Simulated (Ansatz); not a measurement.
Tl (hcp, Mg type)

Space group P6₃/mmc (No. 194); a = b = 3.607 Å, c = 5.577 Å, α = β = 90.00°, γ = 120.00°

```
atom  site  symmetry       x       y       z
----  ----  --------  ------  ------  ------
Tl      2d      -6m2  0.6667  0.3333  0.2500
```

E(V) scan at fixed shape, V₀ the volume above. Symmetry pins the atoms to their sites.

Level of theory: PBE (plane waves to 420 eV, PAW, scalar-relativistic; Ansatz, an electronic-structure program). k mesh 15×15×9 (Γ-centred), Fermi-Dirac smearing 0.05 eV. E stands for the smeared free energy. Compression counts positive. Spin-orbit coupling is left out, though Tl is heavy. The PAW data are Ansatz's earlier set. The relaxed volume of Tl is well above the measured one; the method has no dispersion term. Tl was relaxed with its symmetry unable to fall. The zero of ΔE is the relaxed starting cell.

```tsv
V (Å³/atom)	ΔE (eV/atom)	P (GPa)
26.398	[?]	[?]
27.236	[?]	5.6
28.074	0.038	4.1
28.912	0.021	2.8
29.750	0.009	1.7
30.588	0.002	0.8
31.426	0.000	0.0
32.264	0.001	-0.6
33.102	0.006	-1.1
33.940	0.013	-1.6
34.778	0.023	-2.0
35.616	0.034	-2.3
36.454	0.047	-2.6
```

Complete the blanks.


- 26.398, ΔE (eV/atom): 0.098
- 26.398, P (GPa): 7.5
- 27.236, ΔE (eV/atom): 0.064

(A scan under strain: stresses follow from slopes of the energy per volume, elastic moduli from its curvatures.)
